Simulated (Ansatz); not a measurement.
**Compressing CuSe2: a fit and a missing row**

CuSe2, Pnnm, a = 4.977 Å, b = 6.097 Å, c = 3.719 Å. The structure is a COD entry; whether it is the stable form wasn't checked. Ansatz: PBEsol, PAW, 420 eV, Γ-centred 8×6×10 mesh on 6 atoms, Gaussian smearing 0.10 eV; no spin polarisation. Shape and atoms are relaxed at each volume; pressure is positive in compression.

```tsv
V (Å³/atom)	P (GPa)
17.677	?
18.241	2.62
18.805	0.01
19.369	-2.17
19.933	-3.98
```

**Question.** Take V0 = 18.805 Å³/atom, count pressures from its P0 = 0.01 GPa, fit the third-order Birch–Murnaghan form to the other rows, and predict the missing pressure.

**Answer.** With the Eulerian strain f = ½[(V0/V)^(2/3) − 1] and y = (P − P0)/[3f(1 + 2f)^(5/2)], the form is the line y = B0 + 1.5 B0 (B0′ − 4) f. Rows (f, y): 0.01025, 80.7; -0.00975, 78.3; -0.01905, 76.9. Means f = -0.006183, y = 78.633; Σ(Δf)² = 0.0004483, ΣΔfΔy = 0.05745; the slope is their ratio. y = 79.43 + 128.2 f GPa, so B0 = 79.4 GPa and B0′ = 4 + 2 × (128.2)/(3 × 79.43) = 5.08. At V = 17.677, f = 0.02105, y = 82.13 and P = 5.76 GPa. The run gave 5.74 GPa, so the fit is 0.02 GPa too high, a small miss on the scale of the series. The form still works here, 33 % of the fitted range beyond its end.